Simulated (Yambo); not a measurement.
Material: RbCl (rock salt, space group Fm-3m, No. 225) under isotropic strain of -1.5 % on all lattice vectors; a = b = c = 4.5557 Å, α = β = γ = 60.00° (2 atoms in the cell). The PBEsol cell relaxed from Materials Project entry mp-23295 was given an isotropic strain of -1.5 % on all lattice vectors, and the atoms were relaxed again.

With norm-conserving PBEsol (Quantum ESPRESSO, 58 Ry, scalar-relativistic), the gap between the mesh's edge points (Γ → Γ) is 5.037 eV.

Q: By how much does one-shot G0W0 (Yambo; 4×4×4 Γ-centred k mesh, 159 bands and a 10 Ry block in the screening, 159 bands in G with the Bruneval-Gonze terminator, plasmon pole fitted at 27.2 eV) open this gap, and what gap results?

A: The correction is 3.032 eV, giving 8.069 eV, 1.6 times the PBEsol value.  Convergence of the G0W0 settings was not tested.
